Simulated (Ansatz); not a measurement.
Input and command of a calculation in Ansatz (plane waves; scalar-relativistic PAW potentials unless the input names others):

```yaml
crystal:
  lattice:
    - [5.2420823276, 0.0, 0.0]
    - [-2.6210411638, 4.5397764644, 0.0]
    - [0.0, 0.0, 4.1866532641]
  atoms:
    - { symbol: Co, position: [0.0, 0.5, 0.0], spin: 1.2 }
    - { symbol: Co, position: [0.5, 0.5, 0.0], spin: 1.2 }
    - { symbol: Co, position: [0.5, 0.0, 0.0], spin: 1.2 }
    - { symbol: Sn, position: [0.6666666667, 0.3333333333, 0.5] }
    - { symbol: Sn, position: [0.3333333333, 0.6666666667, 0.5] }
    - { symbol: Sn, position: [0.0, 0.0, 0.0] }
basis:
  ecutwfc: 500
kpoints:
  mp_grid: { grid: [1, 1, 1] }
hamiltonian:
  xc: r2scan
scf:
  occupations: { method: gaussian, width: 0.1 }
  max_iter: 80
output:
  forces: true
  eigenvalues: true
  stress: true
magnetization:
  spin_polarized: true
```

```bash
ansatz run input.yaml --threads 1 --pin off --max-ram 3072MiB --backend cpu --events-out ev --progress --plain --runs-dir out
```

Abridged log:
```
Basis set: ecut = 500 eV, 2583 PW (Γ), exchange–correlation on 160×160×128 points (64 copies of the dense FFT grid, shifted against one another)
Bands: 58, of which v1, the nominal top of the filled ones, is band 47 counted from 1 (46 counted from 0)
Symmetry: 24 space group operations
k-points: 1
SCF iter   1: F=—  HF=-33501.879566 eV  |F-HF|=—  |Δ(HF+E_count)|=         —  Δρ=3.76e-2 (↑3.76e-2 ↓3.26e-2) dr2=3.78e0  dr2_τ=3.77e-2  dr2_m=3.73e-1  M=3.096 μB ∫|m|=3.587 μB  β_m=1.00  ethr=3.10e-3  ⟨swp⟩=7.0  Hψ=460  notcnv=0  defer=1
Mixer restart at iter 1: flushing history
spin=Collinear: Kerker preconditioning applied to the charge; magnetization (m = ρ↑ − ρ↓) channel mixes plain (no charge-response kernel on spin).
SCF iter   2: F=—  HF=-33504.811677 eV  |F-HF|=—  |Δ(HF+E_count)|=    2.93e0  Δρ=2.61e-2 (↑2.24e-2 ↓2.61e-2) dr2=2.95e0  dr2_τ=7.82e-3  dr2_m=3.63e-2  M=2.987 μB ∫|m|=3.654 μB  β_m=1.00  ethr=3.10e-3  ⟨swp⟩=2.0  Hψ=144  notcnv=0  defer=10  κ⁻¹=1.0e0(r=1)
spin=Collinear: Resta preconditioning applied to the charge; magnetization (m = ρ↑ − ρ↓) channel mixes plain (no charge-response kernel on spin).
SCF iter   3: F=—  HF=-33507.696421 eV  |F-HF|=—  |Δ(HF+E_count)|=    2.88e0  Δρ=1.49e-2 (↑1.47e-2 ↓1.49e-2) dr2=1.32e0  dr2_τ=2.81e-3  dr2_m=7.18e-3  M=2.995 μB ∫|m|=3.760 μB  β_m=1.00  ethr=3.10e-3  ⟨swp⟩=2.5  Hψ=152  notcnv=0  defer=10  κ⁻¹=3.1e-1(r=2)
SCF iter   4: F=—  HF=-33507.941900 eV  |F-HF|=—  |Δ(HF+E_count)|=   2.45e-1  Δρ=1.09e-2 (↑1.03e-2 ↓1.09e-2) dr2=1.66e-1  dr2_τ=4.88e-3  dr2_m=5.47e-2  M=3.000 μB ∫|m|=3.830 μB  β_m=1.00  ethr=1.41e-3  ⟨swp⟩=3.0  Hψ=170  notcnv=0  defer=14  κ⁻¹=4.1e-2(r=3)
SCF iter   5: F=—  HF=-33509.405476 eV  |F-HF|=—  |Δ(HF+E_count)|=         —  Δρ=6.20e-2 (↑5.58e-2 ↓6.20e-2) dr2=5.46e-1  dr2_τ=3.20e-2  dr2_m=3.03e0  M=1.000 μB ∫|m|=1.860 μB  β_m=1.00  ethr=1.78e-4  ⟨swp⟩=2.5  Hψ=236  notcnv=0  defer=14
Mixer restart at iter 5: flushing history
SCF iter   6: F=—  HF=-33508.597001 eV  |F-HF|=—  |Δ(HF+E_count)|=   8.08e-1  Δρ=2.18e-2 (↑2.18e-2 ↓9.56e-3) dr2=5.97e-1  dr2_τ=2.45e-3  dr2_m=3.67e-2  M=1.000 μB ∫|m|=1.557 μB  β_m=1.00  ethr=5.38e-5  ⟨swp⟩=3.5  Hψ=265  notcnv=0  defer=14
SCF iter   7: F=—  HF=-33508.622187 eV  |F-HF|=—  |Δ(HF+E_count)|=   2.52e-2  Δρ=5.38e-3 (↑5.38e-3 ↓2.87e-3) dr2=5.72e-2  dr2_τ=3.49e-3  dr2_m=1.74e-3  M=1.000 μB ∫|m|=1.496 μB  β_m=1.00  ethr=5.38e-5  ⟨swp⟩=3.0  Hψ=240  notcnv=0  defer=14  κ⁻¹=1.0e0(r=1)
SCF iter   8: F=—  HF=-33508.645534 eV  |F-HF|=—  |Δ(HF+E_count)|=   2.33e-2  Δρ=2.54e-3 (↑2.54e-3 ↓1.75e-3) dr2=1.97e-2  dr2_τ=6.12e-5  dr2_m=2.13e-4  M=1.000 μB ∫|m|=1.463 μB  β_m=1.00  ethr=5.38e-5  ⟨swp⟩=2.0  Hψ=147  notcnv=0  defer=14  κ⁻¹=1.4e-2(r=2)
   ...
SCF iter   5: F=—  HF=-33508.957898 eV  |F-HF|=—  |Δ(HF+E_count)|=   3.04e-4  Δρ=2.98e-4 (↑2.98e-4 ↓2.95e-4) dr2=2.41e-4  dr2_τ=1.23e-6  dr2_m=3.87e-6  M=1.000 μB ∫|m|=4.144 μB  ethr=1.08e-6  ⟨swp⟩=1.0  Hψ=348  notcnv=0
SCF iter   6: F=—  HF=-33508.957893 eV  |F-HF|=—  |Δ(HF+E_count)|=   5.24e-6  Δρ=4.87e-5 (↑3.34e-5 ↓4.87e-5) dr2=3.15e-6  dr2_τ=2.43e-8  dr2_m=6.04e-7  M=1.000 μB ∫|m|=4.148 μB  ethr=3.24e-7  ⟨swp⟩=1.0  Hψ=240  notcnv=0
SCF iter   7: F=—  HF=-33508.957900 eV  |F-HF|=—  |Δ(HF+E_count)|=   7.21e-6  Δρ=1.52e-5 (↑1.50e-5 ↓1.52e-5) dr2=3.20e-7  dr2_τ=6.24e-9  dr2_m=4.22e-8  M=1.000 μB ∫|m|=4.151 μB  ethr=5.56e-9  ⟨swp⟩=1.0  Hψ=333  notcnv=0
SCF iter   8: F=—  HF=-33508.957900 eV  |F-HF|=—  |Δ(HF+E_count)|=   1.62e-7  Δρ=1.01e-5 (↑1.01e-5 ↓8.19e-6) dr2=2.63e-7  dr2_τ=1.07e-9  dr2_m=2.67e-9  M=1.000 μB ∫|m|=4.152 μB  ethr=5.93e-10  ⟨swp⟩=1.0  Hψ=333  notcnv=0
SCF iter   9: F=-33508.957900 eV  HF=-33508.957900 eV  |F-HF|=2.30e-9  |Δ(HF+E_count)|=   1.52e-8  Δρ=1.25e-6 (↑7.66e-7 ↓1.25e-6) dr2=3.03e-9  dr2_τ=1.24e-11  dr2_m=1.92e-10  M=1.000 μB ∫|m|=4.153 μB  ethr=1.08e-10  ⟨swp⟩=1.0  Hψ=240  notcnv=0
SCF iter  10: F=-33508.957900 eV  HF=-33508.957900 eV  |F-HF|=2.31e-9  |Δ(HF+E_count)|=  3.64e-11  Δρ=1.25e-6 (↑7.72e-7 ↓1.25e-6) dr2=3.03e-9  dr2_τ=1.28e-11  dr2_m=1.95e-10  M=1.000 μB ∫|m|=4.153 μB  ethr=3.26e-12  ⟨swp⟩=1.0  Hψ=333  notcnv=0
SCF 2 converged in 10 iterations: F = -33508.957900 eV  dr2 = 3.03e-9
Initial wavefunctions: those read from a saved state, or passed on in memory by an earlier step or the calling program
SCF iter   1: F=-33508.957900 eV  HF=-33508.957900 eV  |F-HF|=2.31e-9  |Δ(HF+E_count)|=         —  Δρ=1.25e-6 (↑7.72e-7 ↓1.25e-6) dr2=3.04e-9  dr2_τ=1.29e-11  dr2_m=1.95e-10  M=1.000 μB ∫|m|=4.153 μB  β_m=1.20  ethr=3.31e-12  ⟨swp⟩=2.0  Hψ=459  notcnv=0
spin=Collinear: Resta preconditioning applied to the charge; magnetization (m = ρ↑ − ρ↓) channel mixes plain (no charge-response kernel on spin).
SCF iter   2: F=-33508.957900 eV  HF=-33508.957900 eV  |F-HF|=3.41e-9  |Δ(HF+E_count)|=  2.84e-10  Δρ=1.63e-6 (↑1.63e-6 ↓7.60e-7) dr2=4.12e-9  dr2_τ=9.27e-12  dr2_m=2.48e-10  M=1.000 μB ∫|m|=4.153 μB  ethr=3.27e-12  ⟨swp⟩=5.0  Hψ=303  notcnv=0
SCF 3 converged in 2 iterations: F = -33508.957900 eV  dr2 = 4.12e-9
SCF converged after 2 iterations
Stability not told: the lowest value that the SCF's own minimisation read on its close, 1.2e-1 (residual 5.4e-5), is positive but too near zero to vouch for directions that it does not look along: no lower mode is shown, and none is ruled out
Magnetization: 1.0000 μB (47.0000 up, 46.0000 down)
Absolute magnetization: 4.1638 μB (∫|ρ↑−ρ↓|, with the PAW one-centre terms)
Spin contamination: 1.2161 ħ² per cell (⟨S²⟩ above its minimum at these occupations)
Per-site moments (μB) at R_I (Å): [(-1.25752423, 1.06549385), (1.16117345, 1.06549385), (1.16117345, 1.06549385), (-0.01706015, 1.06549385), (-0.01706015, 1.06549385), (0.03264751, 1.08117948)]
Free energy (F): -33508.957900 eV
Harris-Foulkes:  -33508.957900 eV  (|F-HF|=3.41e-9)
Internal energy: -33508.957900 eV  (E = F + TS)
E sigma→0 (E₀):  -33508.957900 eV
Fermi energy:    15.134679 eV
--- Forces (eV/Å), atoms counted from 1 ---
  atom   1  Co     0.00000000     0.00000000     0.00000000
  atom   2  Co     0.00000000     0.00000000     0.00000000
  atom   3  Co     0.00000000     0.00000000     0.00000000
  atom   4  Sn    -0.13206599    -0.07624834     0.00000000
  atom   5  Sn     0.13206599     0.07624834     0.00000000
  atom   6  Sn     0.00000000     0.00000000     0.00000000
--- Stress (GPa, compression-positive) ---
       24.354236       0.223316       0.000000
        0.223316      24.096373       0.000000
        0.000000       0.000000     -11.464368
  P = ⅓ Tr σ = 12.3287 GPa (123.287 kbar)
```

Problem. What is wrong with this input?

Solution. The fault is one k-point for a small cell (kpoints.mp_grid.grid: [12, 12, 10] → [1, 1, 1], the first being the value of the sound run). Setting it back cures it. The run converged all the same, with an energy at zero smearing 209 meV/atom above the reference's, pressure 12.33 GPa, largest force 0.152 eV/Å, gap on the mesh 1.17 eV, so convergence alone doesn't show that an input is right. A reference run on usual settings, whose relaxation ended at this geometry, converged, and the end of its own relaxation has pressure 0.00 GPa, largest force 0.000 eV/Å, no gap on the mesh.

The run took 39 s on 1 thread of Intel(R) Xeon(R) 6975P-C (Granite Rapids), on a shared host, peak memory 0.61 GiB.